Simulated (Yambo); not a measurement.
Absorption of Ba₂ScNbO₆ (space group Fm-3m, No. 225) with and without the electron-hole interaction (Yambo, PBEsol bands; 4×4×4 mesh, 17 valence and 11 conduction bands, static screening with 91 bands and a 3 Ry block, scissor 1.58 eV, Tamm-Dancoff; field along x).

```csv
E (eV),"Im ε, BSE","Im ε, independent quasiparticles"
2.71,0.13,0.07
2.82,0.14,0.08
2.92,0.16,0.08
3.02,0.18,0.09
3.12,0.20,0.10
3.22,0.23,0.10
3.32,0.26,0.11
3.42,0.31,0.12
3.52,0.38,0.13
3.62,0.48,0.15
3.72,0.64,0.17
3.82,0.93,0.19
3.92,1.50,0.22
4.02,2.46,0.26
4.12,2.91,0.31
4.22,3.08,0.40
4.32,3.25,0.56
4.42,2.77,0.82
4.52,2.68,1.08
4.63,2.84,1.44
4.73,3.46,1.69
4.83,4.90,1.79
4.93,5.42,1.91
5.03,5.12,1.89
5.13,5.62,2.26
5.23,5.57,3.06
5.33,4.69,3.20
5.43,4.12,3.47
5.53,4.14,4.87
5.63,4.95,5.90
5.73,6.10,5.12
5.83,6.33,4.21
5.93,5.53,4.11
6.03,5.10,4.55
6.13,5.07,5.18
6.23,4.40,5.79
6.33,3.52,5.41
6.43,3.17,5.23
6.54,3.12,5.29
6.64,3.00,4.20
6.74,2.65,3.46
6.84,2.62,3.28
6.94,2.66,3.21
7.04,2.86,3.44
7.14,2.88,3.89
7.24,3.29,4.24
7.34,4.34,4.53
7.44,5.16,4.55
7.54,5.15,4.01
7.64,5.03,3.61
7.74,4.17,3.28
```

The scissor comes from a G0W0 run whose convergence isn't established. Broadening 0.15 eV. The band window holds all transitions up to 7.8 eV. Fine structure above the onset can come from the mesh.

Spin-orbit splittings are left out.

Geometry of the Materials Project entry, not relaxed at this level; primitive cell a = 5.8607 Å, b = 5.8607 Å, c = 5.8607 Å, α = 60.00°, β = 60.00°, γ = 60.00°.

The structure is a Materials Project entry; no match was found in the copy of COD used, and its stability was not checked.
